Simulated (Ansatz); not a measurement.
Geometry optimisation in Ansatz: input, command and trajectory.

```yaml
crystal:
  lattice:
    - [5.8646400915, 0.0, 0.0]
    - [-2.9323200458, 5.0789273033, 0.0]
    - [0.0, 0.0, 5.14309961]
  atoms:
    - { symbol: Sn, position: [0.33333333, 0.66666667, 0.75] }
    - { symbol: Sn, position: [0.66666667, 0.33333333, 0.25] }
    - { symbol: Au, position: [0.16524917, 0.33049834, 0.25] }
    - { symbol: Au, position: [0.66950166, 0.83475083, 0.25] }
    - { symbol: Au, position: [0.16524917, 0.83475083, 0.25] }
    - { symbol: Au, position: [0.83475083, 0.66950166, 0.75] }
    - { symbol: Au, position: [0.33049834, 0.16524917, 0.75] }
    - { symbol: Au, position: [0.83475083, 0.16524917, 0.75] }
basis:
  ecutwfc: 500
kpoints:
  mp_grid: { grid: [6, 6, 8] }
hamiltonian:
  xc: r2scan
scf:
  occupations: { method: gaussian, width: 0.1 }
output:
  forces: true
  stress: true
  eigenvalues: true
relax:
  adjacent_minimum: "off"
  f_tol: 0.005
  max_steps: 80
  cell: { stress_tol: 0.05 }
```

```bash
ansatz run input.yaml --threads 2 --pin off --max-ram 5120MiB --backend cpu --events-out ev --progress --plain --runs-dir out
```

All numbers below come from DFT r2SCAN, scalar-relativistic, plane waves, PAW in Ansatz.

Of 5 frames 4 are shown, positions in Å and forces in eV/Å; the SCF threshold varies from step to step. Steps run on the plane waves of an earlier cell, with a Pulay correction in the pressure. The basis is chosen afresh for the last frame, the zero of the energies, and at times for earlier ones too; energy and pressure step there, also at an unchanged geometry.

```xyz
8
Lattice="5.8646 0.0000 0.0000 -2.9323 5.0789 0.0000 0.0000 0.0000 5.1431" Properties=species:S:1:pos:R:3:forces:R:3 pbc="T T T" step=1 free_energy_over_end_meV_per_atom=0.40 pressure_GPa=-0.32
Sn    0.0000    3.3860    3.8573    0.0000    0.0000    0.0000
Sn    2.9323    1.6930    1.2858    0.0000    0.0000    0.0000
Au    0.0000    1.6786    1.2858    0.0000    0.0276    0.0000
Au    1.4786    4.2396    1.2858   -0.0239   -0.0138    0.0000
Au   -1.4786    4.2396    1.2858    0.0239   -0.0138    0.0000
Au    2.9323    3.4003    3.8573    0.0000   -0.0276    0.0000
Au    1.4537    0.8393    3.8573    0.0239    0.0138    0.0000
Au    4.4109    0.8393    3.8573   -0.0239    0.0138    0.0000
8
Lattice="5.8611 0.0000 0.0000 -2.9305 5.0758 0.0000 0.0000 0.0000 5.1007" Properties=species:S:1:pos:R:3:forces:R:3 pbc="T T T" step=2 free_energy_over_end_meV_per_atom=0.23 pressure_GPa=0.67
Sn    0.0000    3.3839    3.8255    0.0000    0.0000    0.0000
Sn    2.9305    1.6919    1.2752    0.0000    0.0000    0.0000
Au    0.0000    1.6824    1.2752    0.0000   -0.0232    0.0000
Au    1.4735    4.2346    1.2752    0.0201    0.0116    0.0000
Au   -1.4735    4.2346    1.2752   -0.0201    0.0116    0.0000
Au    2.9305    3.3934    3.8255    0.0000    0.0232    0.0000
Au    1.4570    0.8412    3.8255   -0.0201   -0.0116    0.0000
Au    4.4040    0.8412    3.8255    0.0201   -0.0116    0.0000
8
Lattice="5.8700 0.0000 0.0000 -2.9350 5.0836 0.0000 0.0000 0.0000 5.1096" Properties=species:S:1:pos:R:3:forces:R:3 pbc="T T T" step=3 free_energy_over_end_meV_per_atom=0.03 pressure_GPa=0.11
Sn    0.0000    3.3890    3.8322    0.0000    0.0000    0.0000
Sn    2.9350    1.6945    1.2774    0.0000    0.0000    0.0000
Au    0.0000    1.6833    1.2774    0.0000   -0.0071    0.0000
Au    1.4772    4.2419    1.2774    0.0062    0.0036    0.0000
Au   -1.4772    4.2419    1.2774   -0.0062    0.0036    0.0000
Au    2.9350    3.4002    3.8322    0.0000    0.0071    0.0000
Au    1.4578    0.8417    3.8322   -0.0062   -0.0036    0.0000
Au    4.4122    0.8417    3.8322    0.0062   -0.0036    0.0000
8
Lattice="5.8818 0.0000 0.0000 -2.9409 5.0938 0.0000 0.0000 0.0000 5.0909" Properties=species:S:1:pos:R:3:forces:R:3 pbc="T T T" step=5 free_energy_over_end_meV_per_atom=0.00 pressure_GPa=0.01
Sn    0.0000    3.3959    3.8182    0.0000    0.0000    0.0000
Sn    2.9409    1.6979    1.2727    0.0000    0.0000    0.0000
Au    0.0000    1.6855    1.2727    0.0000    0.0028    0.0000
Au    1.4812    4.2510    1.2727   -0.0024   -0.0014    0.0000
Au   -1.4812    4.2510    1.2727    0.0024   -0.0014    0.0000
Au    2.9409    3.4083    3.8182    0.0000   -0.0028    0.0000
Au    1.4597    0.8427    3.8182    0.0024    0.0014    0.0000
Au    4.4221    0.8427    3.8182   -0.0024    0.0014    0.0000
```

Time: 4.7 min on 2 threads of Intel(R) Xeon(R) Processor @ 2.50GHz (Skylake/Cascade Lake), with other jobs on the host, peak memory 1.1 GiB.

Spin–orbit coupling is left out, which can shift energies with elements as heavy as these.